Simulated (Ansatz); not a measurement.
## Property card for B₂Ir

B$_{2}$Ir:
```cif
data_B4Ir2
_chemical_formula_sum 'Ir2 B4'
_space_group_name_H-M_alt 'I4/mmm'
_space_group_IT_number 139
_space_group_name_Hall '-I 4 2'
_cell_length_a 2.81411
_cell_length_b 2.81411
_cell_length_c 6.77274
_cell_angle_alpha 90.000
_cell_angle_beta 90.000
_cell_angle_gamma 90.000
loop_
_atom_site_label
_atom_site_type_symbol
_atom_site_symmetry_multiplicity
_atom_site_Wyckoff_symbol
_atom_site_fract_x
_atom_site_fract_y
_atom_site_fract_z
_atom_site_occupancy
Ir1 Ir 2 a 0.00000 0.00000 0.00000 1
B1 B 4 e 0.00000 0.00000 0.32240 1
```
(The calculation used a cell of 3 atoms; values per cell refer to that cell.)

Space group I4/mmm (No. 139), MoSi2 or CaC2 type; conventional cell a = 2.8141 Å, b = 2.8141 Å, c = 6.7727 Å, α = 90.00°, β = 90.00°, γ = 90.00°.

Method: plane-wave PAW r²SCAN (Ansatz code). Geometry: relaxed at this level of theory. Other levels are named where they apply.

**Cell and energy**

```json
{
 "volume_per_atom": "8.94 Å³",
 "density": "13.24 g/cm³",
 "Formation energy from the elements (no fitted shifts)": "0.37 eV/atom"
}
```

**Electronic structure**

```json
{
 "electronic_character": "metallic (no gap)",
 "Density of states at the Fermi level": "0.46 states/eV per atom (mean over ±0.08 eV)",
 "Gap with spin–orbit coupling": "none (metallic)"
}
```

**Mechanics**

```json
{
 "Bulk modulus (Birch–Murnaghan fit)": "3020 kbar",
 "Pressure derivative B′": "4.6"
}
```

**Charges**

```json
{
  "bader_charges": "Ir -0.45, B +0.22 e"
}
```

A made-up cell: these elements were put on the sites of a structure type; neither database checked (COD, Materials Project) lists it. Its standing as an ambient phase is unchecked. The r²SCAN relaxation kept the symmetry of its start; its stability against distortions is not shown here. The run is not spin-polarised. The references are the lowest solids computed at this level, not always the standard phases. Scalar-relativistic: spin–orbit coupling is off unless named, which matters more the heavier the elements.

Potentials: the earlier of the program's two PAW sets.
